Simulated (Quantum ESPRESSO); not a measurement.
**Band energies of LiPdH**

```
CELL_PARAMETERS angstrom
      2.77947     0.00000     0.00000
      0.00000     2.77947     0.00000
      0.00000     0.00000     3.90432
ATOMIC_POSITIONS crystal
  H  0.50000 0.50000 0.00000
  Li 0.50000 0.50000 0.50000
  Pd 0.00000 0.00000 0.00000
```

PBEsol (pw.x of Quantum ESPRESSO, ONCV potentials, no spin-orbit coupling); path ΓXMΓZRAZ,XR,MA; energies in eV from the Fermi level.

| k (1/Å) | point | band 7 | band 8 | band 9 | band 10 | band 11 | band 12 | band 13 | band 14 |
|---|---|---|---|---|---|---|---|---|---|
| 0.00 | Γ | -4.94 | -4.35 | -2.06 | -2.06 | -1.67 | 1.36 | 5.48 | 10.20 |
| 0.45 |  | -4.54 | -4.13 | -3.06 | -2.20 | -2.00 | 3.00 | 3.90 | 8.05 |
| 0.90 |  | -4.42 | -4.08 | -3.73 | -2.94 | -1.89 | 1.36 | 6.17 | 6.73 |
| 1.13 | X | -4.99 | -4.22 | -3.66 | -3.06 | -1.87 | 1.01 | 6.52 | 7.75 |
| 1.36 |  | -4.70 | -4.16 | -3.58 | -2.45 | -2.06 | 1.03 | 6.36 | 8.17 |
| 1.81 |  | -3.77 | -3.05 | -3.02 | -2.58 | -0.02 | 1.24 | 5.39 | 8.14 |
| 2.26 | M | -3.50 | -3.50 | -2.67 | -0.60 | 1.50 | 1.50 | 4.63 | 6.27 |
| 2.69 |  | -3.52 | -3.28 | -3.03 | -2.02 | -1.14 | 3.09 | 4.44 | 7.67 |
| 3.11 |  | -3.74 | -3.69 | -3.28 | -2.83 | -2.74 | 4.10 | 5.09 | 5.67 |
| 3.54 |  | -4.70 | -4.23 | -2.51 | -2.21 | -1.99 | 2.30 | 4.87 | 8.72 |
| 3.86 | Γ | -4.94 | -4.35 | -2.06 | -2.06 | -1.67 | 1.36 | 5.48 | 10.20 |
| 3.97 |  | -4.94 | -4.31 | -2.07 | -2.07 | -1.67 | 1.16 | 5.72 | 10.27 |
| 4.43 |  | -4.91 | -3.40 | -2.17 | -2.17 | -1.66 | -1.28 | 9.09 | 11.92 |
| 4.66 | Z | -4.90 | -2.50 | -2.44 | -2.20 | -2.20 | -1.66 | 10.22 | 12.94 |
| 4.87 |  | -4.80 | -2.92 | -2.47 | -2.18 | -1.79 | -1.73 | 9.16 | 11.39 |
| 5.28 |  | -4.28 | -3.96 | -2.49 | -2.27 | -2.06 | -0.73 | 5.31 | 8.29 |
| 5.69 |  | -4.61 | -4.49 | -3.01 | -2.05 | -1.96 | -0.16 | 3.25 | 6.83 |
| 5.79 | R | -4.77 | -4.52 | -3.03 | -2.04 | -1.95 | -0.14 | 3.16 | 6.77 |
| 6.08 |  | -4.45 | -4.32 | -2.49 | -2.05 | -1.99 | 0.59 | 3.24 | 6.70 |
| 6.45 |  | -4.23 | -3.50 | -2.66 | -1.76 | 0.47 | 2.59 | 3.58 | 6.51 |
| 6.83 |  | -4.05 | -4.02 | -1.93 | -0.69 | 3.49 | 4.16 | 5.15 | 5.28 |
| 6.92 | A | -4.05 | -4.05 | -1.92 | -0.60 | 4.22 | 4.22 | 4.40 | 5.86 |
| 7.21 |  | -4.05 | -3.92 | -2.03 | -1.27 | 1.48 | 3.83 | 5.15 | 5.91 |
| 7.58 |  | -3.96 | -3.41 | -2.88 | -2.65 | -1.31 | 1.45 | 6.37 | 7.48 |
| 7.96 |  | -4.15 | -3.59 | -2.74 | -2.68 | -2.04 | -0.34 | 7.18 | 9.17 |
| 8.33 |  | -4.82 | -2.85 | -2.48 | -2.27 | -1.77 | -1.72 | 9.40 | 11.83 |
| 8.52 | Z | -4.90 | -2.50 | -2.44 | -2.20 | -2.20 | -1.66 | 10.22 | 12.94 |
| 8.52 | X | -4.99 | -4.22 | -3.66 | -3.06 | -1.87 | 1.01 | 6.52 | 7.75 |
| 8.62 |  | -4.98 | -4.23 | -3.63 | -3.06 | -1.87 | 0.99 | 6.52 | 7.32 |
| 9.03 |  | -4.82 | -4.43 | -3.04 | -2.81 | -1.93 | 0.53 | 4.03 | 6.65 |
| 9.33 | R | -4.77 | -4.52 | -3.03 | -2.04 | -1.95 | -0.14 | 3.16 | 6.77 |
| 9.33 | M | -3.50 | -3.50 | -2.67 | -0.60 | 1.50 | 1.50 | 4.63 | 6.27 |
| 9.73 |  | -3.80 | -3.80 | -2.32 | -0.60 | 2.54 | 2.54 | 4.50 | 6.11 |
| 10.13 | A | -4.05 | -4.05 | -1.92 | -0.60 | 4.22 | 4.22 | 4.40 | 5.86 |

A metal at this level: along this path bands 11, 12 cross the Fermi level.

Spin-orbit splittings are left out.

Geometry of the Materials Project entry, not relaxed at this level.

The structure is a Materials Project entry; no match was found in the copy of COD used, and its stability was not checked.
